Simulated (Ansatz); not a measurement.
# ReSe (rocksalt structure)

Computed with Ansatz (plane waves, PAW, 500 eV cutoff): r²SCAN, scalar-relativistic, collinear spin, 12×12×12 k-mesh, Gaussian smearing of 0.05 eV. The datasets are Ansatz's generated set soft_2.

```xyz
2
Lattice="0.0000 2.6208 2.6208 2.6208 0.0000 2.6208 2.6208 2.6208 0.0000" Properties=species:S:1:pos:R:3 pbc="T T T"
Re    2.6208    2.6208    2.6208
Se    0.0000    0.0000    0.0000
```

This is a trial structure made by placing the elements on a prototype's sites, so it needn't be the stable form.

Magnetic state: ferromagnetic, site spin moments Re 1.77; Se 0.05 μB.

Path: Γ–X–U | K–Γ–L–W–X, with Γ = (0.000, 0.000, 0.000), X = (0.500, 0.000, 0.500), U = (0.625, 0.250, 0.625), K = (0.375, 0.375, 0.750), L = (0.500, 0.500, 0.500), W = (0.500, 0.250, 0.750) in reciprocal vectors of the calculation's cell.

Question: Is it a metal or an insulator, and if it has a gap, where are the band edges on this path?

Answer: A metal: bands cross the Fermi level.

Bands as a text map, energy in eV from the Fermi level (dashes), each leg drawn with the same width, + spin up, o spin down, # both:
```
  2.86 |          o  +       +         oo           o   
  2.57 |         o            o o     +++++o       + o  
  2.29 |o     ooo   +   o   o  o +  +                 oo
  2.00 | +   +     +               o      + o           
  1.71 |     o        oo      +            + o      +   
  1.43 |+   ooooo##ooooo#   +  ++          + oooooooo#oo
  1.14 |    o #++ oooo   o         +   oo      oooooo ++
  0.86 |   o    oooo  ooo o       o   o  ooo#o    o  oo 
  0.57 |   o + o    o ++ o o         ooooo  +    o     o
  0.29 |  o +      o +   o   o       o   oo  +ooo       
  0.00 |------+---o-------o-o-----+-o------ooo######----
 -0.29 |  o+     o+++++++ ooo+   o  o        #  o   #o  
 -0.57 | o    o##+       + o o     o             o   +##
 -0.86 | o+ ##     +++++# ++oo    o                     
 -1.14 |   #  ++++++       +ooo o#o   ++++ +++++++#+++++
 -1.43 |o#o      +  ++##  + +ooooo   +    +      +  ++  
 -1.71 | o+   +++    o  +  + +      + +++++  ++++  o  ++
 -2.00 |  o ++      o    +   ++    + +     +++  +       
 -2.29 | + #       o      + + + + + +            +  o   
 -2.57 |#++ o     o     +  +  +#++ +              +     
 -2.86 | o   o   o           +# o +                  o  
 -3.14 |      ooo     ++    ++  ++                 +  oo
 -3.43 |++o         ++       o+++o                  +   
 -3.71 | #+        +          +                         
 -4.00 |   #o    ++          o   #                   +  
 -4.29 | ++++o###           o#    o                   ##
 -4.57 |    +++ ##o          +   +                   o+ 
 -4.86 |       ++o+#o      o#+    +o                o+++
        Γ      X      UK       Γ       L       W       X
```

 Spin–orbit coupling, which matters for such heavy elements, is left out. The run wasn't fully tested for a lower electronic state. Site moments are of spin, integrated over atomic spheres. The moments were started parallel, and the real magnetic order may be another.
